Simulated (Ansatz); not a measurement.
A geometry of Lu away from equilibrium: step 2 of the relaxation of a relaxed Lu cell, doubled along one cell vector, shaken by Gaussian noise of σ = 0.08 Å a coordinate. Level of theory: r2SCAN (plane waves to 500 eV, PAW, scalar-relativistic; Ansatz, a program for electronic structure). Γ-centred k-mesh 6×11×10 on the run's cell (coarser than for final values), Fermi–Dirac smearing 0.05 eV.

```xyz
2
Lattice="6.6110 -0.0006 -0.0010 -1.6530 2.8619 0.0000 -0.0005 -0.0003 3.2291" Properties=species:S:1:pos:R:3:forces:R:3 pbc="T T T" free_energy=-29486.423 pressure_GPa=0.0
Lu    -0.1137    -0.0419     1.7365    0.0555    0.0329    0.2418
Lu     3.2052    -0.0337     1.4869   -0.0555   -0.0329   -0.2418
```

Positions in Å, forces in eV/Å, free energy of the cell in eV (comparable only within this code, potentials and settings). Largest force: 0.25 eV/Å, on Lu1, Lu2 (atoms numbered as listed); the geometry lies 0.43 eV/atom above the end of its relaxation.

No spin polarisation in the result.

The run could not lose the symmetry of its start: the end is stationary, and may be a saddle point rather than a minimum.

The end of the path is a generated cell of Lu: the first start was made by a random draw of sites in a space group, and the end was not matched to a known phase here, so it may be hypothetical. Known forms of Lu include space group No. 194.
